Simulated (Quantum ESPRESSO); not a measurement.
## Calculated data, Mg₃ScTa₂SnMo (simulated cell), Mg₃TaGa₃Rh (simulated cell), Mg₃TaGa₃Ru (simulated cell), Mg₃TaInGa₃ (simulated cell) and others

Computed with Quantum ESPRESSO 7.5. Calculation on a made-up metal alloy cell, not a measurement: no spin or spin-orbit, unrelaxed, 2900 K smearing, stress positive in tension, cell energy less fitted offsets; periodic Kohn-Sham density functional theory in plane waves with PseudoDojo standard norm-conserving scalar-relativistic pseudopotentials, each functional with its own files (v0.5 for PBE, v0.4.1 for LDA and PBEsol), eight atoms on drawn sites of a strained close-packed or body-centred lattice, each displaced and held fixed; the energy is the cell's free energy, ions and the entropy term -TS included, at the stated Fermi-Dirac width, less a fixed offset for each atom's element (shifted free energy); compositions with an open d shell lost a parallel starting moment in a cheaper test run, and other magnetic orders were not tried; an error bar is the largest change of its kind in a tighter rerun, never given below 0.002 eV, 0.02 GPa or 0.003 eV/angstrom, and covers cutoff and k-mesh only, not smearing or the files.

Settings shared by all entries: functional pbe; fermi dirac smearing 0.25 eV; electrons removed 0; run command mpirun -np 4 pw.x -nk 4 -in in.

Notes on all entries: heavy elements are run without spin-orbit coupling, which real alloys of them have; a spin test at this wide smearing found no moment, but such smearing suppresses magnetism that the real alloy may have; lattice, volume and sites are drawn at random and may be unstable or far from any real phase; energies are for the whole cell, less offsets fitted to these runs, so they are not formation energies.

(1) Mg₃ScTa₂SnMo (simulated cell)

```
Mg3ScTa2SnMo
1.0
      0.0000     0.0000    -4.8557
      0.0000     5.2968     0.0000
      6.1162     0.0000     0.0000
Ta Mg Sc Sn Mo Ta Mg
1 2 1 1 1 1 1
Direct
  -0.01590 -0.00332 -0.01874
  -0.00233 -0.03902 0.50991
  0.02020 0.47663 0.27102
  -0.00883 0.52030 0.76443
  0.51581 0.33549 -0.00813
  0.46255 0.32999 0.50639
  0.49208 0.82910 0.24110
  0.51523 0.84527 0.75501
```

| Item | Value |
| --- | --- |
| lattice type | hexagonal close-packed |
| cutoff | 1143 eV |
| run processor | Intel Xeon, 2023 or later, virtual cores |
| k mesh | 5 x 5 x 4 shifted half a step off Gamma on each axis |
| entropy term negative ts | -1.482 eV |
| pressure | -0.002243 GPa |
| stress xx | 2.74 GPa |
| stress yy | -0.58 GPa |
| stress zz | -2.15 GPa |
| stress yz | -0.34 GPa |
| stress xz | 0.54 GPa |
| stress xy | -0.33 GPa |
| shifted free energy | 1.263 eV |

Atoms:
```tsv
atoms element	atom site	atom energy offset (eV)
Ta	1	-1771.44
Mg	2	-1616.19
Mg	3	-1616.19
Sc	4	-1317.21
Sn	5	-2144.16
Mo	6	-1911.95
Ta	7	-1771.44
Mg	8	-1616.19
```

Forces:
```tsv
site	x (eV/Å)	y (eV/Å)	z (eV/Å)
1	1.893	0.402	-0.999
2	-0.896	1.113	-0.011
3	-0.442	0.075	0.937
4	-0.065	-1.073	-0.518
5	0.665	-0.36	0.832
6	-0.417	-0.261	-1.101
7	-0.066	0.258	-0.118
8	-0.671	-0.153	0.976
```

Notes: the tin pseudopotential is less sure than most, with forces differing by about three percent from a second method on plain tin; error bars: energy 0.002 eV, stress 0.033 GPa, force 0.0071 eV/Å, from a tighter rerun of a related cell, whose elements or sites may differ; 14 SCF iterations, 153 s of wall time on a shared machine.

(2) Mg₃ScTa₂SnMo (simulated cell)

```
Mg3ScTa2SnMo
1.0
      0.0000     0.0000    -4.8557
      0.0000     5.2968     0.0000
      6.1162     0.0000     0.0000
Mg Ta Mg Mo Sn Mg Sc
1 2 1 1 1 1 1
Direct
  -0.01590 -0.00332 -0.01874
  -0.00233 -0.03902 0.50991
  0.02020 0.47663 0.27102
  -0.00883 0.52030 0.76443
  0.51581 0.33549 -0.00813
  0.46255 0.32999 0.50639
  0.49208 0.82910 0.24110
  0.51523 0.84527 0.75501
```

| Property | Result |
| --- | --- |
| lattice type | hexagonal close-packed |
| cutoff | 1143 eV |
| run processor | Intel Xeon, 2023 or later, virtual cores |
| k mesh | 5 x 5 x 4 shifted half a step off Gamma on each axis |
| entropy term negative ts | -1.577 eV |
| pressure | 1.24 GPa |
| stress xx | 0.55 GPa |
| stress yy | -0.09531 GPa |
| stress zz | -4.17 GPa |
| stress yz | 0.12 GPa |
| stress xz | 1.42 GPa |
| stress xy | 3.25 GPa |
| shifted free energy | 1.464 eV |

Atoms:
```tsv
atoms element	atom site	atom energy offset (eV)
Mg	1	-1616.19
Ta	2	-1771.44
Ta	3	-1771.44
Mg	4	-1616.19
Mo	5	-1911.95
Sn	6	-2144.16
Mg	7	-1616.19
Sc	8	-1317.21
```

Forces:
```tsv
site	x (eV/Å)	y (eV/Å)	z (eV/Å)
1	1.255	0.473	-0.728
2	-1.562	1.51	-0.006
3	-1.415	0.249	1.544
4	0.37	-1.156	-0.264
5	1.174	0.278	0.424
6	0.332	-0.573	-1.754
7	0.099	0.026	-0.254
8	-0.254	-0.806	1.038
```

Notes: the tin pseudopotential is less sure than most, with forces differing by about three percent from a second method on plain tin; error bars: energy 0.002 eV, stress 0.033 GPa, force 0.0071 eV/Å, from a tighter rerun of a related cell, whose elements or sites may differ; 15 SCF iterations, 164 s of wall time on a shared machine.

(3) Mg₃ScTa₂SnMo (simulated cell)

```
Mg3ScTa2SnMo
1.0
      0.0000     0.0000    -4.8557
      0.0000     5.2968     0.0000
      6.1162     0.0000     0.0000
Mg Ta Sn Mg Sc Mo
2 2 1 1 1 1
Direct
  -0.01590 -0.00332 -0.01874
  -0.00233 -0.03902 0.50991
  0.02020 0.47663 0.27102
  -0.00883 0.52030 0.76443
  0.51581 0.33549 -0.00813
  0.46255 0.32999 0.50639
  0.49208 0.82910 0.24110
  0.51523 0.84527 0.75501
```

| Quantity | Value |
| --- | --- |
| lattice type | hexagonal close-packed |
| cutoff | 1143 eV |
| run processor | Intel Xeon, 2023 or later, virtual cores |
| k mesh | 5 x 5 x 4 shifted half a step off Gamma on each axis |
| entropy term negative ts | -1.43 eV |
| pressure | -0.1 GPa |
| stress xx | 1.39 GPa |
| stress yy | 0.54 GPa |
| stress zz | -1.62 GPa |
| stress yz | 0.27 GPa |
| stress xz | 0.34 GPa |
| stress xy | 1.66 GPa |
| shifted free energy | 0.778 eV |

Atoms:
```tsv
atoms element	atom site	atom energy offset (eV)
Mg	1	-1616.19
Mg	2	-1616.19
Ta	3	-1771.44
Ta	4	-1771.44
Sn	5	-2144.16
Mg	6	-1616.19
Sc	7	-1317.21
Mo	8	-1911.95
```

Forces:
```tsv
site	x (eV/Å)	y (eV/Å)	z (eV/Å)
1	0.609	0.151	-0.704
2	-0.284	0.983	-0.006
3	-0.597	0.21	1.324
4	-0.16	0.409	-0.309
5	0.287	0.043	0.698
6	0.458	-0.115	-1.36
7	0.068	-0.164	-0.231
8	-0.38	-1.517	0.588
```

Notes: the tin pseudopotential is less sure than most, with forces differing by about three percent from a second method on plain tin; error bars: energy 0.002 eV, stress 0.033 GPa, force 0.0071 eV/Å, from a tighter rerun of a related cell, whose elements or sites may differ; 14 SCF iterations, 162 s of wall time on a shared machine.

(4) Mg₃ScTa₂SnMo (simulated cell)

```
Mg3ScTa2SnMo
1.0
      0.0000     0.0000    -4.8557
      0.0000     5.2968     0.0000
      6.1162     0.0000     0.0000
Mo Ta Mg Sc Mg Ta Mg Sn
1 1 1 1 1 1 1 1
Direct
  -0.01590 -0.00332 -0.01874
  -0.00233 -0.03902 0.50991
  0.02020 0.47663 0.27102
  -0.00883 0.52030 0.76443
  0.51581 0.33549 -0.00813
  0.46255 0.32999 0.50639
  0.49208 0.82910 0.24110
  0.51523 0.84527 0.75501
```

| Quantity | Value |
| --- | --- |
| lattice type | hexagonal close-packed |
| cutoff | 1143 eV |
| run processor | Intel Xeon, 2023 or later, virtual cores |
| k mesh | 5 x 5 x 4 shifted half a step off Gamma on each axis |
| entropy term negative ts | -1.309 eV |
| pressure | 0.66 GPa |
| stress xx | 0.91 GPa |
| stress yy | -0.03804 GPa |
| stress zz | -2.86 GPa |
| stress yz | -0.93 GPa |
| stress xz | 0.17 GPa |
| stress xy | 1.79 GPa |
| shifted free energy | 1.036 eV |

Atoms:
```tsv
atoms element	atom site	atom energy offset (eV)
Mo	1	-1911.95
Ta	2	-1771.44
Mg	3	-1616.19
Sc	4	-1317.21
Mg	5	-1616.19
Ta	6	-1771.44
Mg	7	-1616.19
Sn	8	-2144.16
```

Forces:
```tsv
site	x (eV/Å)	y (eV/Å)	z (eV/Å)
1	-0.019	0.477	-0.833
2	-0.359	2.316	-0.533
3	-0.774	-0.069	1.133
4	0.11	-1.135	-0.468
5	0.807	-0.405	0.506
6	0.411	-1.119	-1.138
7	0.062	0.17	-0.115
8	-0.238	-0.234	1.447
```

Notes: the tin pseudopotential is less sure than most, with forces differing by about three percent from a second method on plain tin; error bars: energy 0.002 eV, stress 0.033 GPa, force 0.0071 eV/Å, from a tighter rerun of this cell; 13 SCF iterations, 147 s of wall time on a shared machine.

(5) Mg₃TaGa₃Rh (simulated cell)

```
Mg3TaGa3Rh
1.0
     -4.3504     0.0000     0.0000
      0.0000    -4.3504     4.3504
      0.0000     6.5256     2.1752
Ga Rh Ta Mg Ga
2 1 1 3 1
Direct
  -0.00549 -0.00075 -0.00434
  0.00138 0.24409 0.48175
  -0.01855 0.50175 -0.01044
  -0.01278 0.73810 0.49455
  0.49874 0.11887 0.74726
  0.49708 0.36546 0.24241
  0.52735 0.62473 0.74116
  0.50522 0.85136 0.24372
```

| Quantity | Value |
| --- | --- |
| lattice type | face-centred cubic |
| cutoff | 1197 eV |
| run processor | AMD EPYC, older, virtual cores |
| k mesh | 5 x 4 x 4 shifted half a step off Gamma on each axis |
| entropy term negative ts | -1.077 eV |
| pressure | -10.17 GPa |
| stress xx | 9.6 GPa |
| stress yy | 10.97 GPa |
| stress zz | 9.95 GPa |
| stress yz | -1.05 GPa |
| stress xz | 0.0993 GPa |
| stress xy | -0.42 GPa |
| shifted free energy | 0.399 eV |

Atoms:
```tsv
atoms element	atom site	atom energy offset (eV)
Ga	1	-2081.03
Ga	2	-2081.03
Rh	3	-3191.96
Ta	4	-1771.44
Mg	5	-1616.19
Mg	6	-1616.19
Mg	7	-1616.19
Ga	8	-2081.03
```

Forces:
```tsv
site	x (eV/Å)	y (eV/Å)	z (eV/Å)
1	-0.104	-0.299	-0.481
2	0.01	0.329	0.328
3	-0.009	0.311	0.323
4	-0.477	-0.762	-0.097
5	0.063	-0.3	0.199
6	0.038	-0.339	0
7	0.485	0.709	0.134
8	-0.005	0.35	-0.406
```

Notes: error bars: energy 0.0098 eV, stress 0.059 GPa, force 0.0093 eV/Å, from a tighter rerun of a related cell, whose elements or sites may differ; 12 SCF iterations, 142 s of wall time on a shared machine.

(6) Mg₃TaGa₃Ru (simulated cell)

```
Mg3TaGa3Ru
1.0
     -4.3504     0.0000     0.0000
      0.0000    -4.3504     4.3504
      0.0000     6.5256     2.1752
Ga Ru Ta Mg Ga
2 1 1 3 1
Direct
  -0.00549 -0.00075 -0.00434
  0.00138 0.24409 0.48175
  -0.01855 0.50175 -0.01044
  -0.01278 0.73810 0.49455
  0.49874 0.11887 0.74726
  0.49708 0.36546 0.24241
  0.52735 0.62473 0.74116
  0.50522 0.85136 0.24372
```

| Item | Value |
| --- | --- |
| lattice type | face-centred cubic |
| cutoff | 1197 eV |
| run processor | AMD EPYC, older, virtual cores |
| k mesh | 5 x 4 x 4 shifted half a step off Gamma on each axis |
| entropy term negative ts | -1.224 eV |
| pressure | -10.82 GPa |
| stress xx | 9.79 GPa |
| stress yy | 11.7 GPa |
| stress zz | 10.95 GPa |
| stress yz | -1.01 GPa |
| stress xz | 0.14 GPa |
| stress xy | -0.38 GPa |
| shifted free energy | 0.951 eV |

Atoms:
```tsv
atoms element	atom site	atom energy offset (eV)
Ga	1	-2081.03
Ga	2	-2081.03
Ru	3	-2750.51
Ta	4	-1771.44
Mg	5	-1616.19
Mg	6	-1616.19
Mg	7	-1616.19
Ga	8	-2081.03
```

Forces:
```tsv
site	x (eV/Å)	y (eV/Å)	z (eV/Å)
1	-0.097	-0.3	-0.463
2	0.011	0.402	0.4
3	-0.076	0.433	0.465
4	-0.473	-0.91	-0.259
5	0.07	-0.321	0.262
6	0.044	-0.381	-0.009
7	0.525	0.759	0.105
8	-0.003	0.318	-0.502
```

Notes: error bars: energy 0.0098 eV, stress 0.059 GPa, force 0.0093 eV/Å, from a tighter rerun of a related cell, whose elements or sites may differ; 12 SCF iterations, 139 s of wall time on a shared machine.

(7) Mg₃TaInGa₃ (simulated cell)

```
Mg3TaInGa3
1.0
     -4.3504     0.0000     0.0000
      0.0000    -4.3504     4.3504
      0.0000     6.5256     2.1752
Ga In Ta Mg Ga
2 1 1 3 1
Direct
  -0.00549 -0.00075 -0.00434
  0.00138 0.24409 0.48175
  -0.01855 0.50175 -0.01044
  -0.01278 0.73810 0.49455
  0.49874 0.11887 0.74726
  0.49708 0.36546 0.24241
  0.52735 0.62473 0.74116
  0.50522 0.85136 0.24372
```

| Property | Result |
| --- | --- |
| lattice type | face-centred cubic |
| cutoff | 1197 eV |
| run processor | AMD EPYC, older, virtual cores |
| k mesh | 5 x 4 x 4 shifted half a step off Gamma on each axis |
| entropy term negative ts | -0.931 eV |
| pressure | -2.93 GPa |
| stress xx | 4.02 GPa |
| stress yy | 3.04 GPa |
| stress zz | 1.72 GPa |
| stress yz | -0.14 GPa |
| stress xz | -0.1 GPa |
| stress xy | -0.31 GPa |
| shifted free energy | 0.161 eV |

Atoms:
```tsv
atoms element	atom site	atom energy offset (eV)
Ga	1	-2081.03
Ga	2	-2081.03
In	3	-1808.02
Ta	4	-1771.44
Mg	5	-1616.19
Mg	6	-1616.19
Mg	7	-1616.19
Ga	8	-2081.03
```

Forces:
```tsv
site	x (eV/Å)	y (eV/Å)	z (eV/Å)
1	-0.11	-0.416	-0.338
2	-0.008	0.039	-0.029
3	-0.451	0.363	0.041
4	-0.465	-0.471	0.268
5	0.143	-0.306	-0.494
6	0.116	0.36	0.034
7	0.63	-0.048	0.073
8	0.147	0.477	0.446
```

Notes: error bars: energy 0.0098 eV, stress 0.059 GPa, force 0.0093 eV/Å, from a tighter rerun of a related cell, whose elements or sites may differ; 10 SCF iterations, 126 s of wall time on a shared machine.

(8) Mg₃TaTi₂Mo₂ (simulated cell)

```
Mg3TaTi2Mo2
1.0
     -0.0004    -2.1123    -2.1598
      2.1404     4.1599    -2.0947
      8.5540    -4.1350     4.2314
Mo Ta Ti Mg Mo Mg Ti Mg
1 1 1 1 1 1 1 1
Direct
  0.01421 0.02288 0.00664
  -0.01596 0.00284 0.49851
  0.26960 0.50471 0.36751
  0.26079 0.49834 0.86752
  0.50888 -0.01136 0.24415
  0.48345 0.00839 0.75228
  0.75831 0.51438 0.12423
  0.77835 0.51447 0.62782
```

| Item | Value |
| --- | --- |
| lattice type | face-centred cubic |
| cutoff | 1143 eV |
| run processor | AMD EPYC, Zen 5, virtual cores |
| k mesh | 8 x 5 x 3 shifted half a step off Gamma on each axis |
| entropy term negative ts | -1.982 eV |
| pressure | -5.84 GPa |
| stress xx | 5.72 GPa |
| stress yy | 6.4 GPa |
| stress zz | 5.4 GPa |
| stress yz | 1.88 GPa |
| stress xz | -0.87 GPa |
| stress xy | 0.49 GPa |
| shifted free energy | 1.18 eV |

Atoms:
```tsv
atoms element	atom site	atom energy offset (eV)
Mo	1	-1911.95
Ta	2	-1771.44
Ti	3	-1615.4
Mg	4	-1616.19
Mo	5	-1911.95
Mg	6	-1616.19
Ti	7	-1615.4
Mg	8	-1616.19
```

Forces:
```tsv
site	x (eV/Å)	y (eV/Å)	z (eV/Å)
1	0.82	-0.594	0.562
2	-1.342	0.681	-0.668
3	0.033	-0.163	0.232
4	1.05	-0.056	0.152
5	0.309	0.131	-0.196
6	0.201	-0.264	-0.014
7	-0.323	-0.038	-0.035
8	-0.749	0.303	-0.032
```

Notes: error bars: energy 0.0033 eV, stress 0.023 GPa, force 0.003 eV/Å, from a tighter rerun of this cell; 20 SCF iterations, 223 s of wall time on a shared machine.
